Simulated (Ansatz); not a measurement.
## Zone-centre phonons of PW: input and output

All numbers below come from DFT LDA, scalar-relativistic, plane waves, PAW in Ansatz 0.2.0.

Launched with:
```bash
ansatz run input.yaml --threads 2 --pin off --max-ram 6144MiB --backend cpu --events-out ev --progress --plain --runs-dir out
```

Input (bare energies are in eV):
```yaml
crystal:
  lattice:
    - [5.6698829772, 0.0, 0.0]
    - [0.0, 3.2061926341, 0.0]
    - [0.0, 0.0, 6.1961244072]
  atoms:
    - { symbol: P, position: [0.8167926185, 0.75, 0.5648615647] }
    - { symbol: P, position: [0.1832073815, 0.25, 0.4351384353] }
    - { symbol: P, position: [0.6832073815, 0.25, 0.0648615647] }
    - { symbol: P, position: [0.3167926185, 0.75, 0.9351384353] }
    - { symbol: W, position: [-0.0127469516, 0.75, 0.1888639697] }
    - { symbol: W, position: [0.0127469516, 0.25, 0.8111360303] }
    - { symbol: W, position: [0.5127469516, 0.25, 0.6888639697] }
    - { symbol: W, position: [0.4872530484, 0.75, 0.3111360303] }
basis:
  ecutwfc: 420
kpoints:
  mp_grid: { grid: [6, 12, 6] }
hamiltonian:
  xc: lda
scf:
  occupations: { method: fermi_dirac, width: 0.15 }
output:
  eigenvalues: true
phonons:
  method: dfpt
  eigenvectors: true
```

The end of the output:
```
--- Phonons (Γ-DFPT): 6 representative perturbations + reference, on 140 of 432 k-points (Σ response iterations 18) ---
  k mesh reduced under 2 symmetry operations, with k and −k counted as one. Each operation leaves every solved displacement unchanged or reverses it
  ASR residual: 1.252e-3 → 0.000e0 eV/Å²; symmetrization residual: 4.827e-6 eV/Å²
  ASR residual per site (eV/Å²): 3.34e-5 3.34e-5 3.34e-5 3.34e-5 1.25e-3 1.25e-3 1.25e-3 1.25e-3
  Γ frequencies (cm⁻¹): 0.00 0.00 0.00 126.78 129.30 140.79 152.07 157.42 158.26 173.81 183.12 192.60 300.67 318.96 324.76 329.93 331.47 335.46 355.07 372.83 382.58 413.18 418.66 427.28
  non-analytic LO–TO correction: not included (Born effective charges unavailable; polar crystals: no LO–TO splitting at Γ)
```

The run took 8.9 min on 2 threads of Intel(R) Xeon(R) Processor @ 2.50GHz (Skylake/Cascade Lake) (shared host), peak memory 2.4 GiB.

In a metal, frequencies and elastic constants depend on the k mesh and the smearing, soft modes and shear constants most. Spin–orbit coupling is left out, which can shift energies with elements as heavy as these.